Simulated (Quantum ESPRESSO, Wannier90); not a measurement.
**KHgF3 (Cmmm): Wannier90 run**

```
KHgF3
1.0
    3.20196    -3.20810     0.00000
    3.20196     3.20810     0.00000
    0.00000     0.00000     4.52439
K Hg F
1 1 3
Direct
  0.00000   0.00000   0.50000
  0.50000   0.50000   0.00000
  0.00000   0.50000   0.00000
  0.50000   0.00000   0.00000
  0.50000   0.50000   0.50000
```

Structure: Materials Project mp-7483, symmetrised, not relaxed again. COD (Crystallography Open Database) has an entry of this formula and space group (matched by these alone). The atoms lie within 0.1 Å of the higher space group Pm-3m. Computed values, not measurements, from LDA: Quantum ESPRESSO (norm-conserving PseudoDojo potentials, cutoff 68 Ry, no spin polarisation, no spin-orbit coupling) on a Γ-centred 6×6×6 mesh, then Wannier90. Density: 8×8×8 mesh, Gaussian smearing 0.01 Ry. Spin-orbit coupling is left out although heavy elements are present.

Valence charges of the files: K 9, Hg 20, F 7. 42 bands were computed.

Isolated groups of bands, relative to the valence-band maximum (bands from 26 on overlap up to the last one computed):

```json
[
 {"bands": "1", "from (eV)": "-112.75", "to (eV)": "-112.75", "filling": "filled", "weight on atomic waves": "Hg 5s 100 %"},
 {"bands": "2–4", "from (eV)": "-60.99", "to (eV)": "-60.99", "filling": "filled", "weight on atomic waves": "Hg 5p 100 %"},
 {"bands": "5", "from (eV)": "-28.16", "to (eV)": "-28.15", "filling": "filled", "weight on atomic waves": "K 3s 99 %"},
 {"bands": "6–8", "from (eV)": "-21.26", "to (eV)": "-20.98", "filling": "filled", "weight on atomic waves": "F 2s 96 %"},
 {"bands": "9–11", "from (eV)": "-11.86", "to (eV)": "-11.79", "filling": "filled", "weight on atomic waves": "K 3p 100 %"},
 {"bands": "12–25", "from (eV)": "-6.53", "to (eV)": "0.00", "filling": "filled", "weight on atomic waves": "F 2p 61 %, Hg 5d 35 %"}
]
```

Wanted is a model with the orbitals K s, Hg s p d, F s p, without the filled groups that are mainly made of other shells (semicore states, and anion s where it isn't named); all higher bands stay in for disentanglement.

### Question
Give num_wann, exclude_bands and num_bands, and the number of electrons that the model holds.

### Answer
Electrons: 1×9 + 1×20 + 3×7 = 50, which fill 25 bands.
num_wann = 1×1 + 1×9 + 3×4 = 22.
exclude_bands = 1-5,9-11, 8 bands, so num_bands = 42 − 8 = 34.
The model holds 50 − 2×8 = 34 electrons. With the window frozen to 1.81 eV it follows pw.x to 0.4 meV rms (states up to 1.3 eV relative to the valence-band maximum).
